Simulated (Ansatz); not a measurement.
Si$_{3}$Ge:
```xyz
4
Lattice="3.8862 0.0000 0.0000 0.0000 3.8862 0.0000 0.0000 0.0000 5.4887" Properties=species:S:1:pos:R:3 pbc="T T T"
Si     1.9431     0.0000     4.1432
Si     0.0000     0.0000     0.0000
Si     0.0000     1.9431     1.3454
Ge     1.9431     1.9431     2.7443
```

Relaxed with r²SCAN.

Problem. Map the valence electron density (e/Å³), cut off at 0.5 on the plane through (0.000, 0.500, 0.245) spanned by u = [1, 0, 0] and v = [0, 0, 1] in lattice vectors, from r²SCAN in the plane-wave PAW code Ansatz.

Solution. x is the fraction of u, y of v (the angle between them is 90°; rows are the nearest grid lines); atoms in the plane: Si at (0.00, 0.00), Ge at (0.50, 0.25).
```
y \ x   0.000  0.105  0.158  0.263  0.368  0.474  0.526  0.632  0.737  0.842  0.895   1.00
------  -----  -----  -----  -----  -----  -----  -----  -----  -----  -----  -----  -----
1.00    0.035  0.192  0.342  0.343  0.213  0.160  0.160  0.213  0.343  0.342  0.192  0.035
0.926   0.187  0.263  0.300  0.209  0.106  0.068  0.068  0.106  0.209  0.300  0.263  0.187
0.852   0.371  0.313  0.249  0.124  0.055  0.033  0.033  0.055  0.124  0.249  0.313  0.371
0.778   0.215  0.175  0.138  0.070  0.034  0.022  0.022  0.034  0.070  0.138  0.175  0.215
0.704   0.093  0.080  0.067  0.042  0.028  0.024  0.024  0.028  0.042  0.067  0.080  0.093
0.630   0.041  0.039  0.037  0.035  0.038  0.041  0.041  0.038  0.035  0.037  0.039  0.041
0.556   0.023  0.026  0.030  0.047  0.072  0.091  0.091  0.072  0.047  0.030  0.026  0.023
0.444   0.024  0.035  0.051  0.119  0.244  0.348  0.348  0.244  0.119  0.051  0.035  0.024
0.370   0.043  0.063  0.093  0.237  0.500  0.500  0.500  0.500  0.237  0.093  0.063  0.043
0.296   0.095  0.129  0.177  0.420  0.500  0.500  0.500  0.500  0.420  0.177  0.129  0.095
0.222   0.215  0.259  0.316  0.500  0.500  0.500  0.500  0.500  0.500  0.316  0.259  0.215
0.148   0.370  0.441  0.488  0.500  0.500  0.500  0.500  0.500  0.500  0.488  0.441  0.370
0.0741  0.188  0.389  0.500  0.496  0.416  0.396  0.396  0.416  0.496  0.500  0.389  0.188
0.000   0.035  0.192  0.342  0.343  0.213  0.160  0.160  0.213  0.343  0.342  0.192  0.035
```

The density is the valence pseudo-density with augmentation charge, so density and ELF within about 1 Å of a nucleus are not all-electron values.

Space group P-4m2. The start of the workflow was typed in or built on a structure type; neither database checked (COD, Materials Project) lists it. Its standing as an ambient phase is unchecked. The cell was relaxed with r²SCAN under the symmetry of its start; its stability against distortions is not shown here.

Potentials: the later of the program's two PAW sets.
